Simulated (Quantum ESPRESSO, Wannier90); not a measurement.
# AlAsO4 (I-4), plane waves to Wannier functions

```xyz
6
Lattice="5.0781 0.0000 0.0000 0.0000 5.0781 0.0000 -2.5390 -2.5390 3.7641" Properties=species:S:1:pos:R:3 pbc="T T T"
Al     0.0000     0.0000     0.0000
As     0.0000    -2.5390     1.8820
O      0.6643    -1.3114     0.9440
O     -1.3114    -0.6643    -0.9440
O     -0.6643     1.3114     0.9440
O      1.3114     0.6643    -0.9440
```

Materials Project entry mp-7849; symmetrised, unrelaxed at this level. Not found in the COD (Crystallography Open Database) copy used, which has the formula in other groups; not checked further. Level: PBEsol, spinors with spin-orbit coupling; pw.x of Quantum ESPRESSO at 68 Ry with PseudoDojo potentials, 4×4×4 k-points, Wannier90. Density: 8×8×8 mesh, cold smearing 0.01 Ry.

Bands 43-44 form an isolated set from 4.58 to 6.68 eV relative to the valence-band maximum (on the path) and are turned into 2 Wannier functions by minimising the spread from the start: SCDM (isolated).

Centres (Cartesian, Å; one of the equivalent choices) and spreads:

| n | x | y | z | spread (Å²) | nearest atom |
|---|---|---|---|---|---|
| 1 | 2.539 | 0.000 | -1.882 | 4.122 | As2 |
| 2 | 0.000 | -2.539 | 1.882 | 4.122 | As2 |

Ω_I = 8.16 Å², Ω_total = 8.24 Å²; the interpolated bands follow pw.x to 5.4 meV rms on the path. Only this start was tried; a symmetric start can stop on a saddle, and mixtures of these functions could lower the total by at most Ω_total − Ω_I.
